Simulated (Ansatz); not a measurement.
Molecular dynamics on a 2×2×2 supercell (24 atoms) of Mg2C (antifluorite), relaxed with r2SCAN. Forces come from PBEsol in the PAW code Ansatz: a Langevin thermostat at fixed volume, 1300 K, steps of 1.5 fs. Computed, non-magnetic; the trajectory is short and the cell small, so nothing here is a converged average. The structure comes from a prototype and may be hypothetical.

```yaml
crystal:
  lattice:
    - [0.0, 5.4218852363, 5.4218852363]
    - [5.4218852363, 0.0, 5.4218852363]
    - [5.4218852363, 5.4218852363, 0.0]
  atoms:
    - { symbol: C, position: [0.0, 0.0, 0.0] }
    - { symbol: Mg, position: [0.125, 0.125, 0.125] }
    - { symbol: Mg, position: [0.375, 0.375, 0.375] }
    - { symbol: C, position: [0.0, 0.0, 0.5] }
    - { symbol: Mg, position: [0.125, 0.125, 0.625] }
    - { symbol: Mg, position: [0.375, 0.375, 0.875] }
    - { symbol: C, position: [0.0, 0.5, 0.0] }
    - { symbol: Mg, position: [0.125, 0.625, 0.125] }
    - { symbol: Mg, position: [0.375, 0.875, 0.375] }
    - { symbol: C, position: [0.0, 0.5, 0.5] }
    - { symbol: Mg, position: [0.125, 0.625, 0.625] }
    - { symbol: Mg, position: [0.375, 0.875, 0.875] }
    - { symbol: C, position: [0.5, 0.0, 0.0] }
    - { symbol: Mg, position: [0.625, 0.125, 0.125] }
    - { symbol: Mg, position: [0.875, 0.375, 0.375] }
    - { symbol: C, position: [0.5, 0.0, 0.5] }
    - { symbol: Mg, position: [0.625, 0.125, 0.625] }
    - { symbol: Mg, position: [0.875, 0.375, 0.875] }
    - { symbol: C, position: [0.5, 0.5, 0.0] }
    - { symbol: Mg, position: [0.625, 0.625, 0.125] }
    - { symbol: Mg, position: [0.875, 0.875, 0.375] }
    - { symbol: C, position: [0.5, 0.5, 0.5] }
    - { symbol: Mg, position: [0.625, 0.625, 0.625] }
    - { symbol: Mg, position: [0.875, 0.875, 0.875] }
kpoints:
  mp_grid: { grid: [2, 2, 2] }
hamiltonian:
  xc: pbesol
scf:
  occupations: { method: fermi_dirac, width: 0.112 }
md:
  ensemble: nvt_langevin
  temperature: 1300
  timestep: 1.5
  n_steps: 20
  initial_velocities: maxwell_boltzmann
  seed: 1027
```

Run as `ansatz run input.yaml --threads 4 --pin off --max-ram 3686MiB --backend cpu --events-out ev --progress --plain --runs-dir out`.

Q: What wall time did it need on 4 threads of Arm Neoverse V2, on a shared host, and what peak of host memory did it reach?

A: About 70 s, with a peak of 1.2 GiB.

Q: How do temperature and energy develop?

A: The temperature starts at 1246 K, is lowest at step 11 (559 K, 16.5 fs) and ends at 897 K. The thermostat hasn't had time to restore it. The atoms start on their lattice sites with kinetic energy alone, so much of it first passes into potential energy. By the last step the atoms have moved 0.21 Å in the root mean square, the drift of the whole cell taken out, 0.32 Å at most.
```
step  t (fs)  T (K)  free energy F from step 0 (meV/atom)  kinetic energy (meV/atom)  largest force (eV/Å)
   0       0   1246                                   0.0                      161.0                  0.00
   1     1.5   1250                                   1.8                      161.6                  0.43
   2       3   1170                                   7.0                      151.3                  0.92
   3     4.5   1141                                  15.5                      147.5                  1.47
   4       6    988                                  26.9                      127.8                  2.07
   5     7.5    931                                  40.7                      120.3                  2.72
   6       9    861                                  56.5                      111.2                  3.41
   7    10.5    777                                  72.7                      100.4                  4.08
   8      12    703                                  87.6                       90.8                  4.60
   9    13.5    657                                  99.9                       85.0                  4.87
  10      15    596                                 108.2                       77.1                  4.86
  11    16.5    559                                 112.9                       72.3                  4.60
  12      18    583                                 115.6                       75.4                  4.19
  13    19.5    624                                 116.7                       80.7                  3.70
  14      21    655                                 115.9                       84.6                  3.23
  15    22.5    634                                 113.0                       82.0                  2.82
  16      24    694                                 108.8                       89.7                  2.41
  17    25.5    719                                 104.1                       93.0                  2.09
  18      27    812                                  99.9                      105.0                  2.02
  19    28.5    898                                  96.4                      116.0                  1.94
  20      30    897                                  94.4                      115.9                  1.85
```

Positions (Å) and forces (eV/Å) at step 20:
```
C    0.069  -0.031   0.018    -0.543  -0.045   0.482
Mg   1.447   1.293   1.104    -0.578   0.552   0.945
Mg   4.016   3.928   4.147     0.306   0.351   0.059
C    2.800   2.911  -0.097    -0.516  -1.094   0.419
Mg   3.900   4.131   1.417     1.297  -0.227  -0.346
Mg   6.785   6.909   3.915     0.465  -0.357   0.236
C    2.943  -0.015   2.587    -1.226   0.132   0.645
Mg   4.127   1.129   4.181    -0.210   1.156  -0.839
Mg   6.774   4.010   6.983    -0.017   0.178  -1.119
C    5.235   2.630   2.948     0.835   0.746  -1.477
Mg   6.920   4.232   4.094    -0.849   0.220   1.089
Mg   9.352   6.683   6.736     0.819   0.746   0.738
C    0.109   2.629   2.648    -0.914   0.636  -0.230
Mg   1.322   4.168   4.188     0.562  -0.066   0.345
Mg   4.056   6.938   6.794     0.213  -0.676  -0.068
C    2.569   5.417   2.758     0.553   0.130  -0.126
Mg   4.054   6.733   3.979     0.238  -0.101   0.328
Mg   6.791   9.555   6.964    -0.291  -1.009  -0.861
C    2.669   2.595   5.616     0.156   1.009  -1.165
Mg   4.148   4.045   6.811    -0.291   0.012  -1.014
Mg   6.809   6.980   9.403    -0.221  -0.483  -0.625
C    5.426   5.606   5.198    -0.127  -1.024   0.888
Mg   6.646   6.763   6.597     0.272  -0.171   0.728
Mg   9.574   9.439   9.350     0.067  -0.614   0.969
```
